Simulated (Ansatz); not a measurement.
# Relaxation of HfSc

Theory: DFT PBEsol, scalar-relativistic, plane waves, PAW in Ansatz. Run with 420 eV cutoff, 18×18×10 k-mesh, Gaussian smearing of 0.10 eV, no spin polarisation.

What was changed: relaxed at 50 GPa.

Spin–orbit coupling is left out, which can shift energies with elements as heavy as these.

Other phases may be more stable at this pressure.

Command:

```bash
ansatz run input.yaml --threads 1 --pin off --max-ram 1331MiB --backend cpu --events-out ev --progress --plain --runs-dir out
```

Input:

```yaml
crystal:
  lattice:
    - [2.8988783183, 0.0, 0.0]
    - [-1.4494391591, 2.5105022661, 0.0]
    - [0.0, 0.0, 4.5671534115]
  atoms:
    - { symbol: Hf, position: [0.6666666667, 0.3333333333, 0.5] }
    - { symbol: Sc, position: [0.3333333333, 0.6666666667, 0.0] }
basis:
  ecutwfc: 420
kpoints:
  mp_grid: { grid: [18, 18, 10] }
hamiltonian:
  xc: pbesol
scf:
  occupations: { method: gaussian, width: 0.1 }
output:
  forces: true
  stress: true
  eigenvalues: true
  write_density: true
  write_potential: true
  elf: true
  volumetric_format: npy
relax:
  adjacent_minimum: "off"
  f_tol: 0.008
  max_steps: 50
  cell: { stress_tol: 0.08, p_target: 50.0 }
```

F is the free energy. Steps run on the plane waves of an earlier cell, but the last one, and at times one on the way, on a freshly chosen basis, so a repeated geometry can differ a little in energy. The relaxation lowers the enthalpy F + PV at the target pressure, so F itself can rise.

At step 2 F + PV rises: a step can overshoot before the optimiser corrects it.

Steps:

```
step F − F(1) (eV) largest force component (eV/Å) V (Å³/atom) P (GPa)
   1         0.0000                           0.000       16.619    38.59
   2         1.3664                           0.000       14.521    68.75
   3         0.4747                           0.000       15.744    49.25
   4         0.5201                           0.000       15.670    50.21
   5         0.5241                           0.000       15.663    50.25
   6         0.5144                           0.000       15.679    50.00
   7         0.5149                           0.000       15.679    50.01
```

Relaxed structure:

```
CELL_PARAMETERS angstrom
2.82092 0.00000 0.00000
-1.41046 2.44299 0.00000
0.00000 0.00000 4.55012
ATOMIC_POSITIONS crystal
Hf 0.66667 0.33333 0.50000
Sc 0.33333 0.66667 0.00000
```

The structure is hexagonal, space group P-6m2 (No. 187). The conventional cell has a = 2.821 Å, b = 2.821 Å, c = 4.550 Å, α = 90.00°, β = 90.00°, γ = 120.00°. Hf (site symmetry -6m2) is surrounded by 6 Sc at 2.80 Å and 6 Hf at 2.82 Å. Sc (site symmetry -6m2) is surrounded by 6 Hf at 2.80 Å and 6 Sc at 2.82 Å.

The run converged. The run took about 3 core-minutes.